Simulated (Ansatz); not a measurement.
## Y₂MgS₄ — 25Mg NMR of the central transition

Cell: a Materials Project structure (computed, not necessarily an observed phase), taken as it stands.

Space group I-42d (No. 122); a = 8.2057, c = 8.5346 Å.

```
site  Wyckoff  site symmetry       x       y       z
   Y       8d            .2.  0.1326  0.2500  0.6250
  Mg       4a           -4..  0.0000  0.0000  0.0000
   S      16e              1  0.0663  0.1959  0.3122
```

One atom of each set is listed; the run and its k-mesh use a cell of 14 atoms with edges of 7.20, 7.20, 7.20 Å.

Method: Kohn–Sham DFT in Ansatz, PBE, plane waves and PAW, scalar-relativistic, 420 eV cutoff, Γ-centred 5×5×5 k-points, Fermi–Dirac smearing 0.02 eV.

25Mg has I = 5/2 and Q = 199.4 mb (Pyykkö 2018); at 9.4 T its Larmor frequency is ν₀ = 24.5 MHz. Only the quadrupole interaction is simulated: positions count from each site's isotropic chemical shift, and shift anisotropy, dipolar and J coupling are left out.

**Question.** Give C_Q, η, the quadrupolar product P_Q = |C_Q|(1 + η²/3)^½, the second-order isotropic shift and the breadth of the pattern (static powder) for each Mg site.

**Answer.** 

```json
{"site": "Mg", "first shell": "4 S at 2.61 Å; also 4 S at 3.16 Å", "C_Q (MHz)": "9.76", "η": "0.00", "P_Q (MHz)": "9.76", "δ_QIS (ppm)": "-950", "breadth (kHz)": "121"}
```

δ_QIS = −(ν_Q²/30ν₀²)[I(I+1) − 3/4](1 + η²/3) × 10⁶ ppm with ν_Q = 3|C_Q|/[2I(2I−1)]; it falls as 1/B₀² in ppm, and the breadth as 1/B₀ in kHz.

An axis of threefold or higher order runs through Mg, so V_zz lies along it and η is zero.
